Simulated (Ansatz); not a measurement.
Relaxed MoS2 (2H-MoS2 type, space group P6_3/mmc):

```
CELL_PARAMETERS angstrom
      3.10903     0.00000     0.00000
     -1.55452     2.69250     0.00000
      0.00000     0.00000    11.70864
ATOMIC_POSITIONS crystal
  Mo 0.33333 0.66667 0.25000
  Mo 0.66667 0.33333 0.75000
  S  0.33333 0.66667 0.61648
  S  0.66667 0.33333 0.11648
  S  0.66667 0.33333 0.38352
  S  0.33333 0.66667 0.88352
```

Level of theory: PBEsol-D3(BJ) (plane waves to 420 eV, PAW, scalar-relativistic; Ansatz, a quantum-chemistry and plane-wave program). k mesh 10×10×3 (Γ-centred), Fermi-Dirac smearing 0.05 eV. MoS2 is run without spin polarisation. MoS2 was relaxed with its symmetry unable to fall. The PAW data are Ansatz's earlier set.

One atom of the cell was then moved (with its periodic images), all else fixed, and the forces (eV/Å) came out as:

| atom | Fx | Fy | Fz |
|---|---|---|---|
| Mo1 | 0.016 | 0.009 | -0.011 |
| Mo2 | 0.930 | 0.537 | -1.497 |
| S3 | -0.887 | -0.512 | 1.809 |
| S4 | -0.007 | -0.004 | -0.003 |
| S5 | 0.017 | 0.010 | -0.077 |
| S6 | -0.069 | -0.040 | -0.222 |

Problem. Which atom was moved, and by which vector (Å)?

Solution. S3, by (0.13, 0.07, -0.13), 0.19 Å in all.

(For displaced atoms, the force is minus the slope of the energy, and its curvature is a force constant, which sets phonon frequencies.)
